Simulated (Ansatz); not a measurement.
The cell below belongs to a search over invented structures; it isn't taken from experiment.

Input and command of a plane-wave DFT calculation in Ansatz:

```yaml
crystal:
  lattice:
    - [4.3105947911, 0.0, 0.0]
    - [0.0, 4.3105947911, 0.0]
    - [0.0, 0.0, 7.3659394639]
  atoms:
    - { symbol: Be, position: [0.5, 0.5, 0.2295174642] }
    - { symbol: Be, position: [0.5, 0.5, 0.7704825358] }
    - { symbol: B, position: [0.0, 0.0, 0.0] }
    - { symbol: B, position: [0.0, 0.0, 0.5] }
    - { symbol: S, position: [0.5, 0.0, 0.1515728798] }
    - { symbol: S, position: [0.5, 0.0, 0.8484271202] }
    - { symbol: S, position: [0.5, 0.5, 0.5] }
    - { symbol: S, position: [0.0, 0.5, 0.1515728798] }
    - { symbol: S, position: [0.0, 0.5, 0.8484271202] }
basis:
  ecutwfc: 420
kpoints:
  mp_grid: { grid: [10, 10, 6] }
hamiltonian:
  xc: pbe
scf:
  occupations: { method: gaussian, width: 0.1 }
output:
  forces: true
  stress: true
  eigenvalues: true
relax:
  adjacent_minimum: "off"
  f_tol: 0.01
  max_steps: 80
  cell: { stress_tol: 0.05 }
```

```bash
ansatz run input.yaml --threads 1 --pin off --max-ram 2048MiB --backend cpu --events-out ev --progress --plain --runs-dir out
```

Processor: Arm Neoverse N1, 1 thread, on a host shared with other jobs.

Problem. Estimate time, memory and problem size.

Solution. About 6 min, peak memory 0.54 GiB. It solves 29 bands at 84 k points (after reduction by symmetry) with about 2649 plane waves (on the last cell), in 64 SCF iterations over 11 ionic steps.
